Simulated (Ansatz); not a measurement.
Cu (fcc, Cu type), frozen-phonon scan

Starting cell, Cu (fcc, Cu type):

```xyz
2
Lattice="0.0000 3.6297 3.6297 1.8148 1.8148 3.6297 1.8148 1.8148 0.0000" Properties=species:S:1:pos:R:3 pbc="T T T"
Cu     0.0000     0.0000     0.0000
Cu     1.8148     3.6297     5.4445
```

The atoms are displaced by Q × the pattern below (from a DFPT mode at X = (0.5, 0.5, 0.0), largest move 1; Q in Å), at fixed cell. (q is in reciprocal vectors of the primitive cell; the cell shown is doubled to hold the pattern.)

```json
[
 {"atom": "Cu1", "x": "0.000", "y": "0.000", "z": "-1.000"},
 {"atom": "Cu2", "x": "0.000", "y": "0.000", "z": "1.000"}
]
```

Method: PBE (plane waves to 420 eV, PAW, scalar-relativistic; Ansatz, a quantum-chemistry and plane-wave program). k mesh 22×22×22 (Γ-centred), Fermi-Dirac smearing 0.05 eV. Energies are smeared free energies. Compression counts positive. With partly filled bands, energies and forces of such displacements shift with the k mesh and the smearing. Cu is run without spin polarisation. Cu was relaxed with its symmetry unable to fall. The zero of ΔE is the undisplaced structure.

| Q (Å) | ΔE (eV/cell) | P (GPa) | −dE/dQ from forces (eV/Å) |
|---|---|---|---|
| -0.180 | 0.450 | 11.7 | 5.218 |
| -0.150 | 0.308 | 8.1 | 4.240 |
| -0.120 | 0.195 | 5.2 | 3.318 |
| -0.090 | 0.109 | 2.9 | 2.444 |
| -0.060 | 0.048 | 1.3 | 1.606 |
| -0.030 | 0.012 | 0.3 | 0.796 |
| 0.000 | 0.000 | 0.0 | 0.000 |
| 0.030 | 0.012 | 0.3 | -0.796 |
| 0.060 | 0.048 | 1.3 | -1.606 |
| 0.090 | 0.109 | 2.9 | -2.444 |
| 0.120 | 0.195 | 5.2 | -3.318 |
| 0.150 | 0.308 | 8.1 | -4.240 |
| 0.180 | 0.450 | 11.7 | -5.218 |

Derived quantities:

- Energy at Q = 0.180 Å = 450 meV/cell
- Space group of the distorted cell = P4/nmm (No. 129), lowered from Fm-3m
- Symmetry of the curve = even: the same for both signs
- Shape of the curve = a single well with its minimum at or next to zero displacement
- Harmonic wavenumber from the curvature (finite differences) = 238 cm⁻¹

(A displaced cell: forces are minus the slopes of the energy, force constants its curvatures, and phonons follow from these.)
